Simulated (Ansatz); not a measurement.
La$_{2}$GeI$_{2}$, first-principles data

La2GeI2:
```cif
data_GeI2La2
_chemical_formula_sum 'La2 Ge1 I2'
_space_group_name_H-M_alt 'P 1'
_space_group_IT_number 1
_cell_length_a 4.38529
_cell_length_b 4.38529
_cell_length_c 10.57789
_cell_angle_alpha 90.000
_cell_angle_beta 90.000
_cell_angle_gamma 120.000
loop_
_space_group_symop_operation_xyz
  'x, y, z'
loop_
_atom_site_label
_atom_site_type_symbol
_atom_site_fract_x
_atom_site_fract_y
_atom_site_fract_z
_atom_site_occupancy
La1 La 0.66667 0.33333 0.65712 1
La2 La 0.33333 0.66667 0.34288 1
Ge1 Ge 0.00000 0.00000 0.50000 1
I1 I 0.33333 0.66667 0.84667 1
I2 I 0.66667 0.33333 0.15333 1
```

Space group P-3m1 (No. 164); conventional cell a = 4.385 Å, b = 4.385 Å, c = 10.578 Å, α = 90.00°, β = 90.00°, γ = 120.00°.

Method: the program Ansatz at the LDA level (PAW). The cell and atoms are relaxed at this level. Other levels are named where they apply.

**Cell and energy**

| Property | Result |
|---|---|
| Volume per atom | 35.23 Å³ |
| Density | 5.70 g/cm³ |
| Formation energy from the elements (no fitted shifts) | -1251 meV/atom |

**Electronic structure**

| Property | Value |
|---|---|
| Band gap | 0.14 eV (indirect) |
| Valence-band maximum | at L |
| Conduction-band minimum | at M (3 equivalent valleys) |
| Smallest direct gap on the standard path | 0.18 eV |
| Electron effective mass | 0.075, 0.35, 1.7 mₑ (principal values) |
| Hole effective mass | 0.11, 2.4, 5.0 mₑ (principal values) |
| HSE06 gap on the LDA cell | 0.52 eV |
| Gap with spin–orbit coupling | 0.07 eV (the band order may be inverted) |

The workflow started from a Materials Project entry (that database holds measured and hypothetical structures alike); the Crystallography Open Database files this formula in space group No. 164, but the cells were not matched. Whether it is the stable phase at ambient conditions was not checked. The LDA relaxation kept the symmetry of its start; its stability against distortions is not shown here. A crystal of weakly bound layers computed without a dispersion correction: the cell and the soft elastic constants depend strongly on that. The references are the lowest solids computed at this level, not always the standard phases. Spin–orbit coupling is left out wherever it is not named.

Potentials: the later of the program's two PAW sets.
